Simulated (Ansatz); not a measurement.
Input:

SiRh:
```yaml
crystal:
  lattice:
    - [4.57119, 0.00000, 0.00000]
    - [0.00000, 4.57076, 0.00000]
    - [-2.43280, 0.00000, 4.96823]
  atoms:
    - { symbol: Si, position: [0.79149, 0.64806, 0.06535] }
    - { symbol: Si, position: [0.20851, 0.35194, 0.93465] }
    - { symbol: Si, position: [0.20851, 0.14806, 0.43465] }
    - { symbol: Si, position: [0.79149, 0.85194, 0.56535] }
    - { symbol: Rh, position: [0.30047, 0.64586, 0.61393] }
    - { symbol: Rh, position: [0.69953, 0.35414, 0.38607] }
    - { symbol: Rh, position: [0.69953, 0.14586, 0.88607] }
    - { symbol: Rh, position: [0.30047, 0.85414, 0.11393] }
```

This is the PBEsol-relaxed structure. x, y and z are the axes in which the lattice vectors are written.

### Question
All from the program Ansatz at the PBEsol level (PAW), unless another level is named. Estimate the Young's modulus.

### Answer
250 GPa.

### Question
Give the highest zone-centre frequency.

### Answer
420 cm^-1.

### Question
And the elastic constants (relaxed ions, GPa)?

### Answer
C11 = 373, C22 = 419, C33 = 231, C12 = 184, C13 = 144, C23 = 154, C44 = 117, C55 = 96.3, C66 = 133, C15 = -6.2, C25 = 3.3, C35 = -54.5, C46 = 17.9.

Space group P2_1/c. The workflow started from a Materials Project entry (that database holds measured and hypothetical structures alike); the Crystallography Open Database files this formula in space group No. 14, but the cells were not matched. Whether it is the stable phase at ambient conditions was not checked. The cell was relaxed with PBEsol under the symmetry of its start; of distortions, only those at the zone centre were tested. The run is not spin-polarised. As this level gives no gap, shear constants depend on the k-mesh and smearing (Fermi–Dirac, 0.1 eV here). As this level gives no gap, phonon frequencies hold no LO–TO term and depend on the k-mesh and smearing (Fermi–Dirac, 0.1 eV here).

Potentials: the earlier of the program's two PAW sets.
